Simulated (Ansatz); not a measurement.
# SnO: opening a crack plane

SnO, P4/nmm, a = 3.808 Å, c = 4.938 Å. Ansatz: r2SCAN, PAW, 500 eV, Γ-centred 9×9×4 mesh on 8 atoms, Gaussian smearing 0.03 eV; no spin polarisation. One cut on (001) per cell of 8 atoms is opened rigidly by x, between planes of Sn and O that stand 1.15 Å apart; y is the energy per area (14.499 Å², 1 eV/Å² = 16.02 J/m²).

```
x (Å) y (J/m²)
 0.00     0.000
 0.25     0.467
 0.50     1.626
 0.75     3.054
 1.00     4.353
 1.50         ?
 2.00     7.001
 3.00     7.667
 4.50     7.956
 6.00     8.056
```

Task: Fit the universal binding curve y = W[1 − (1 + x/l) e^(−x/l)] to the other rows, give the peak stress, and predict the missing value.

Result: Least squares gives W = 8.01 J/m² and l = 0.565 Å. The stress dy/dx peaks at x = l with W/(e l) = 52.2 GPa, for rigid faces. At x = 1.50: x/l = 2.655, y = 5.952 J/m². The run gave 6.140 J/m², so the fit is 0.188 J/m² too low, 2.3 % of the span of the series, against an rms of 0.091 J/m² on the fitted rows. One length l has to serve both the bottom of the well and the tail, and here they ask for different ones.

Cost: 12 runs of about 9.7 core-minutes in all, on AMD EPYC 9R45 (Zen 5) (shared hosts).